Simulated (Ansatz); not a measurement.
# Na₈MgNi₂O₈, one structure, two calculations

Cell: a computed structure from the Materials Project (it need not be an observed phase), atoms as given.

```yaml
crystal:
  lattice:
    - [5.73161, 0.00000, 0.00000]
    - [1.90780, 5.46635, 0.00000]
    - [2.64922, -0.71917, 8.46175]
  atoms:
    - { symbol: Na, position: [0.57196, 0.93307, 0.86439] }
    - { symbol: Na, position: [0.08491, 0.43487, 0.83453] }
    - { symbol: Na, position: [0.62480, 0.42845, 0.70045] }
    - { symbol: Na, position: [0.16518, 0.91987, 0.67042] }
    - { symbol: Na, position: [0.81247, 0.91526, 0.47092] }
    - { symbol: Na, position: [0.98313, 0.57632, 0.19459] }
    - { symbol: Na, position: [0.31557, 0.98361, 0.24961] }
    - { symbol: Na, position: [0.46921, 0.41292, 0.04713] }
    - { symbol: Mg, position: [0.61719, 0.30020, 0.35104] }
    - { symbol: Ni, position: [0.11423, 0.43657, 0.49773] }
    - { symbol: Ni, position: [0.00268, 0.01841, 0.00845] }
    - { symbol: O, position: [0.25982, 0.71986, 0.90542] }
    - { symbol: O, position: [0.82882, 0.17793, 0.86652] }
    - { symbol: O, position: [0.39253, 0.20981, 0.55414] }
    - { symbol: O, position: [0.90406, 0.67456, 0.65631] }
    - { symbol: O, position: [0.90812, 0.30644, 0.42432] }
    - { symbol: O, position: [0.31568, 0.57103, 0.32203] }
    - { symbol: O, position: [0.18883, 0.20806, 0.04324] }
    - { symbol: O, position: [0.75413, 0.99555, 0.20506] }
```

Sites (sets of like atoms) are named by element and the number of their first atom in this list.

First run. Level of theory: DFT, PBE, plane waves and PAW, scalar-relativistic, collinear spin, 420 eV cutoff, Γ-centred 4×4×3 k-points, Fermi–Dirac smearing 0.02 eV (Ansatz 0.2.0). Start moments as typed (μB): 3 on each Ni, none on the rest. The program fits them to the shells of the files, so those used differ somewhat.

| site | atom | V_zz (10²¹ V/m²) | η | m (μB) |
| --- | --- | --- | --- | --- |
| Na3 | 3 | -0.59 | 0.66 | -0.01 |
| Na6 | 6 | -2.27 | 0.63 | 0.00 |
| Na8 | 8 | -1.07 | 0.66 | 0.00 |
| Mg | 9 | 1.93 | 0.71 | 0.00 |
| Ni10 | 10 | 3.85 | 0.92 | 1.68 |
| Ni11 | 11 | -1.60 | 0.52 | -1.70 |
| O12 | 12 | 6.28 | 0.18 | -0.22 |
| O13 | 13 | 6.87 | 0.14 | -0.24 |
| O14 | 14 | 5.94 | 0.30 | 0.21 |
| O15 | 15 | 5.88 | 0.36 | 0.29 |
| O16 | 16 | 5.25 | 0.56 | 0.21 |
| O17 | 17 | 6.57 | 0.22 | 0.19 |
| O18 | 18 | 5.82 | 0.18 | -0.26 |
| O19 | 19 | 5.38 | 0.29 | -0.16 |

Second run. The same atoms and settings, except that the start moments (μB) are 0 0 0 0 0 0 0 0 0 -3 3 0 0 0 0 0 0 0 0 by atom.

(1) What does the second run give?

## Answers

(1) 

| site | atom | V_zz | η | change of V_zz | m (μB) |
| --- | --- | --- | --- | --- | --- |
| Na3 | 3 | -0.59 | 0.66 | 0.00 | 0.01 |
| Na6 | 6 | -2.27 | 0.63 | 0.00 | 0.00 |
| Na8 | 8 | -1.07 | 0.66 | 0.00 | 0.00 |
| Mg | 9 | 1.93 | 0.71 | 0.00 | 0.00 |
| Ni10 | 10 | 3.85 | 0.92 | 0.00 | -1.68 |
| Ni11 | 11 | -1.60 | 0.52 | 0.00 | 1.70 |
| O12 | 12 | 6.28 | 0.18 | 0.00 | 0.22 |
| O13 | 13 | 6.87 | 0.14 | 0.00 | 0.24 |
| O14 | 14 | 5.94 | 0.30 | 0.00 | -0.21 |
| O15 | 15 | 5.88 | 0.36 | 0.00 | -0.29 |
| O16 | 16 | 5.25 | 0.56 | 0.00 | -0.21 |
| O17 | 17 | 6.57 | 0.22 | 0.00 | -0.19 |
| O18 | 18 | 5.82 | 0.18 | 0.00 | 0.26 |
| O19 | 19 | 5.38 | 0.29 | 0.00 | 0.16 |

No V_zz moves by more than 0.01. The table leaves out 5 of the 19 sites, with |V_zz| up to 3.04; their tensors move by 0.01 at most along any direction. The statements above cover all sites.

With these PAW files V_zz is typically within 2 to 3 % of all-electron values, but misses above 10 % occur on Ni. With a gap of 0.3 eV on this mesh, small gradients can still move by 0.1 × 10²¹ V/m² or more as the k-mesh gets denser. The magnetic order is the one that the run reached from its start moments, not necessarily the measured one.
For the first run: The moments were started parallel, and the run ended with some of them reversed. The program didn't check the stability of this electronic state in full, so a lower one may lie near.
